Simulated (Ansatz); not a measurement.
Consider the following.

SrMgF4:
```xyz
12
Lattice="1.9650 -7.2423 0.0000 1.9650 7.2423 0.0000 0.0000 0.0000 5.6063" Properties=species:S:1:pos:R:3 pbc="T T T"
Sr     1.9650     2.3148     0.2200
Sr     1.9650    -2.3148     3.0232
Mg     1.9650    -6.0258     3.3349
Mg     1.9650     6.0258     0.5317
F      1.9650    -4.9042     1.7275
F      1.9650     4.9042     4.5307
F      1.9650     6.7312     2.4319
F      1.9650    -6.7312     5.2350
F      1.9650    -4.3144     4.4134
F      1.9650     4.3144     1.6103
F      1.9650     1.2433     3.4745
F      1.9650    -1.2433     0.6713
```

This is the PBEsol-relaxed structure. Cartesian axes are those of the cell as given.

Q: All from DFT-PBEsol in the program Ansatz with PAW potentials, unless another level is named. Give the static dielectric constant ε0 (ions relaxed, cell fixed).

A: 7.57 (xx), 17.4 (yy), 8.18 (zz).

Q: What about the electronic dielectric constant ε∞ (DFPT)?

A: 2.24 (xx), 2.16 (yy), 2.21 (zz).

Q: What about the Born charges (a third of the trace)?

A: Sr +2.45, Mg +1.98, F -1.15 to -1.07 e.

Space group Cmc2_1. The workflow started from a Materials Project entry (that database holds measured and hypothetical structures alike); the Crystallography Open Database files this formula in space group No. 36, but the cells were not matched. Its standing as an ambient phase is unchecked. Symmetry was held in the PBEsol relaxation; whether a distortion lowers the energy is not shown. Spin–orbit coupling is left out wherever it is not named.

Potentials: the earlier of the program's two PAW sets. The files were generated under PBE; for other functionals the program regenerates the frozen cores, and for LDA and PBEsol the local potential too.
